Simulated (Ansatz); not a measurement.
TaTe:
```
CELL_PARAMETERS angstrom
      1.81484    -5.06072     0.00000
      1.81484     5.06072     0.00000
      0.00000     0.00000     4.73409
ATOMIC_POSITIONS crystal
  Te 0.63630 0.36370 0.25000
  Ta 0.92282 0.07718 0.25000
  Te 0.36370 0.63630 0.75000
  Ta 0.07718 0.92282 0.75000
```

Relaxed with r²SCAN.

Task: Map the electron localisation function on the plane through (0.636, 0.364, 0.250) spanned by u = [1, 1, 0] and v = [1, -1, 0] in lattice vectors, from r²SCAN (plane waves, PAW; program Ansatz).

Result: x is the fraction of u, y of v (the angle between them is 90°; rows are the nearest grid lines); atoms in the plane: Te at (0.00, 0.00), Te at (0.50, 0.50), Ta at (0.00, 0.29), Ta at (0.50, 0.79).
```
|1002567521257652001|
|1235677532357765321|
|5566786311136876655|
|7776422234322246777|
|5532269987899622355|
|6643489720279843466|
|7653369976799633567|
|5542112345432112455|
|1112345566655432111|
|0124788888888874210|
|0136777665667776310|
|1256653100013566521|
|2357653100013567532|
|1136876655566786311|
|1113577766677753111|
|9875223566653225789|
|1389842456542489831|
|6799633567653369976|
|9886323466643236889|
|1111122233322211111|
|9999753111113579999|
|5667776310136777665|
|1235666411146665321|
|1002567521257652001|
```
Scale: ten equal steps from -0.018 (start of '0') to 0.764 (end of '9'), in the order '0123456789'; x runs from 0.000 to 1.00, y from 0.000 (bottom) to 1.00 (top).

The density is the valence pseudo-density with augmentation charge, so density and ELF within about 1 Å of a nucleus are not all-electron values.

Space group Cmcm. The start of the workflow was typed in or built on a structure type; neither database checked (COD, Materials Project) lists it. Its standing as an ambient phase is unchecked. The cell was relaxed with r²SCAN under the symmetry of its start; whether a distortion lowers the energy is not shown. No spin polarisation was allowed. Scalar-relativistic: spin–orbit coupling is off unless named, which matters more the heavier the elements.

Potentials: the later of the program's two PAW sets.
